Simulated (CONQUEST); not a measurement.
Consider a self-consistent single point of CoSi (P2_13, 8 atoms in the cell; from Materials Project mp-7577, changed as shown).

```
CoSi
1.0
    4.57232     0.00000     0.00000
    0.00000     4.57232     0.00000
    0.00000     0.00000     4.57232
Co Si
4 4
Cartesian
  3.90522   2.95326   1.61906
  2.95326   1.61906   3.90522
  1.61906   3.90522   2.95326
  0.66710   0.66710   0.66710
  0.71575   1.57041   3.00191
  1.57041   3.00191   0.71575
  3.00191   0.71575   1.57041
  3.85657   3.85657   3.85657
```

Computed with PBEsol, numerical atomic orbitals double-zeta with polarisation (the shipped basis), PseudoDojo norm-conserving potentials made for PBEsol run with CONQUEST.

CONQUEST settings:

| key | value |
|---|---|
| basis | DZP |
| Diag.MPMeshX, Y, Z | 3 3 3 |
| potentials | PseudoDojo norm-conserving PBEsol |
| Grid.GridCutoff | 140 Ha |
| DM.SolutionMethod | diagon |
| Diag.kT | 0.003675 Ha |
| Diag.GammaCentred | true |
| minE.SCTolerance | 1.0e-06 |
| SC.MaxIters | 100 |
| SC.LinearMixingFactor | 0.5 |
| SC.KerkerPreCondition | true |
| SC.KerkerFactor | 0.5 1/bohr |
| AtomMove.TypeOfRun | static |

Results:

```
Quantity                                                  Result
------------------------------------------------  --------------
Number of valence electrons                                   84
Number of bands                                              128
Number of k-points after the program's reduction              14
Size of the basis                                            128
Number of SCF iterations                                      15
FFT grid                                            48 × 48 × 48
Free energy E − TS                                -17098.4184 eV
Fermi level (on the code's own zero)                    -6.57 eV
Pressure                                              -19.35 GPa
Largest force (vector length)                         0.205 eV/Å
```

Forces (eV/Å):
```
atom      Fx      Fy      Fz
----  ------  ------  ------
Co1    0.119  -0.119   0.119
Co2   -0.119   0.119   0.119
Co3    0.119   0.119  -0.119
Co4   -0.119  -0.119  -0.119
Si5    0.078  -0.078   0.078
Si6   -0.078   0.078   0.078
Si7    0.078   0.078  -0.078
Si8   -0.078  -0.078  -0.078
```

Stress (GPa, positive for compression):
```
-19.35    0.00    0.00
  0.00  -19.35    0.00
  0.00    0.00  -19.35
```

For comparison: a first run was changed to give this one (volume scaled by 1.06), and from it to this one the free energy rises by 62.5 meV/atom, the pressure goes from -9.73 to -19.35 GPa and the largest force goes from 0.116 to 0.205 eV/Å.

The program uses no crystal symmetry, so grid and mesh can part values that symmetry would make equal. The atom-centred basis is finite, which shifts total energies, pressures and forces against plane waves. The run has no spin polarisation, so moments on Co cannot form. The structure comes from a collection of computed structures, made at another level of theory; the collection holds predicted forms beside known ones. Its lattice was then scaled. No clean gap shows at this smearing width and mesh (spacing up to 0.46 Å⁻¹); the mesh is coarse for partly filled bands, so the values carry mesh errors.

Cost on one core: roughly 70 core-seconds.
